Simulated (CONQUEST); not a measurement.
Set-up for a self-consistent single point of Si (P6_3/mmc, 8 atoms in the cell; from Materials Project mp-165, changed as shown).

```
CELL_PARAMETERS angstrom
      4.00252     0.00000     0.00000
      0.00000     6.93257     0.00000
      0.00000     0.00000     6.61559
ATOMIC_POSITIONS crystal
  Si 0.00000 0.33333 0.06301
  Si 0.50000 0.16667 0.93699
  Si 0.50000 0.16667 0.56301
  Si 0.00000 0.33333 0.43699
  Si 0.50000 0.83333 0.06301
  Si 0.00000 0.66667 0.93699
  Si 0.00000 0.66667 0.56301
  Si 0.50000 0.83333 0.43699
```

All values come from this method and carry its errors: CONQUEST 1.3 with LDA (PW92), numerical atomic orbitals double-zeta with polarisation (the shipped basis), PseudoDojo norm-conserving potentials made for LDA.

CONQUEST settings:

| key | value |
|---|---|
| basis | DZP |
| Diag.MPMeshX, Y, Z | 10 6 6 |
| potentials | PseudoDojo norm-conserving LDA |
| Grid.GridCutoff | 70 Ha |
| DM.SolutionMethod | diagon |
| Diag.kT | 0.000735 Ha |
| Diag.GammaCentred | true |
| minE.SCTolerance | 1.0e-07 |
| SC.MaxIters | 100 |
| SC.LinearMixingFactor | 0.5 |
| AtomMove.TypeOfRun | static |

Results:

- Number of valence electrons: 32
- Number of bands: 104
- Number of k-points after the program's reduction: 248
- Size of the basis: 104
- Number of SCF iterations: 7
- FFT grid: 32 × 60 × 48
- Free energy E − TS: -926.0890 eV
- Top of the valence band (on the code's own zero): -5.37 eV
- Gap on the k-point mesh: 0.55 eV
- Pressure: -9.81 GPa

Stress (GPa, positive for compression):
```
-9.79   0.00   0.00
 0.00  -9.90   0.00
 0.00   0.00  -9.76
```

The gap is read on the k-point mesh of the run and can differ from the gap over the whole zone at this level.

For comparison: a first run was changed to give this one (lattice scaled by 1.02), and from it to this one the free energy goes up by 68.4 meV/atom, the pressure goes from -6.60 to -9.81 GPa and the gap on the mesh goes from 0.455 to 0.550 eV.

The program uses no crystal symmetry, so grid and mesh can part values that symmetry would make equal. The atom-centred basis is finite, which shifts total energies, pressures and gaps against plane waves. The structure comes from a collection of computed structures, made at another level of theory; the collection holds predicted forms beside known ones. Its lattice was then scaled.

Cost on one core: around 100 core-seconds (rough).
